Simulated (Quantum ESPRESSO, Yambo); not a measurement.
At a photon energy of 11.50 eV, RPA with local fields on LDA bands shifted by a G0W0 scissor of 3.41 eV (Quantum ESPRESSO and Yambo; 4×4×4 mesh, 84 bands, 3 Ry local-field block, 0.2 eV broadening) gives ε = 3.63 + 4.16i for MgCO3 (space group R-3c, No. 167), field along x. Axes are Cartesian, with cell vectors (Å) (2.32, 1.34, 4.98), (-2.32, 1.34, 4.98), (0.00, -2.68, 4.98).

Q: Work out n, κ, the normal-incidence reflectivity, the absorption coefficient and the penetration depth.

A: 
|ε| = 5.52; n = √((|ε| + ε1)/2) = 2.14, κ = √((|ε| − ε1)/2) = 0.97. R = ((n − 1)² + κ²)/((n + 1)² + κ²) = 0.21. α = 2Eκ/(ħc) with ħc = 197.327 eV nm: 0.1133 per nm = 11 × 10⁵ per cm, a 1/e depth of 8.8 nm. The computed direct gap is 8.96 eV, and the energy scale of the real crystal may differ from it. Excitonic effects are left out, and values at one energy depend on mesh and broadening. The scissor comes from a G0W0 run whose convergence isn't established. Convergence of the RPA response with its 4×4×4 mesh was not tested.

Geometry of the Materials Project entry, not relaxed at this level; primitive cell a = b = c = 5.6499 Å, α = β = γ = 48.44°.
